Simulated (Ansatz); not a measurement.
ZnS (zinc blende)

```
ZnS
1.0
    0.00000     5.44344     5.44344
    2.72172     0.00000     2.72172
    2.72172     2.72172     0.00000
S Zn
2 2
Direct
  0.37500   0.75000   0.75000
  0.87500   0.75000   0.75000
  0.00000   0.00000   0.00000
  0.50000   0.00000   0.00000
```

A phonon eigenvector at L = (0.5, 0.0, 0.0) is frozen into this cell: atom i moves by Q times the vector below, so Q is the largest atomic displacement, in Å. The cell is held. (q is in reciprocal vectors of the primitive cell; the cell shown is doubled to hold the pattern.)

| atom | x | y | z |
|---|---|---|---|
| S1 | -0.138 | 0.138 | 0.138 |
| S2 | 0.138 | -0.138 | -0.138 |
| Zn3 | -0.577 | 0.577 | 0.577 |
| Zn4 | 0.577 | -0.577 | -0.577 |

The numbers are results of PBE (plane waves to 420 eV, PAW, scalar-relativistic; Ansatz, a program for electronic structure), not measurements. k mesh 5×10×10 (Γ-centred), Fermi-Dirac smearing 0.05 eV. Energies are smeared free energies. ZnS was relaxed with its symmetry unable to fall. ΔE is measured from the undisplaced structure.

```json
[
 {"Q (Å)": "-0.180", "ΔE (meV/cell)": "286.0"},
 {"Q (Å)": "-0.120", "ΔE (meV/cell)": "127.2"},
 {"Q (Å)": "-0.060", "ΔE (meV/cell)": "31.8"},
 {"Q (Å)": "0.000", "ΔE (meV/cell)": "0.0"},
 {"Q (Å)": "0.060", "ΔE (meV/cell)": "31.8"},
 {"Q (Å)": "0.120", "ΔE (meV/cell)": "127.2"},
 {"Q (Å)": "0.180", "ΔE (meV/cell)": "286.0"}
]
```

Which DFPT wavenumber at L = (0.5, 0.0, 0.0) belongs to this mode?
(A) 320 cm⁻¹
(B) 189 cm⁻¹
(C) 274 cm⁻¹
(D) 71 cm⁻¹

B, 189 cm⁻¹. The curvature of the scan gives 189 cm⁻¹

(For displaced atoms, the force is minus the slope of the energy, and its curvature is a force constant, which sets phonon frequencies.)
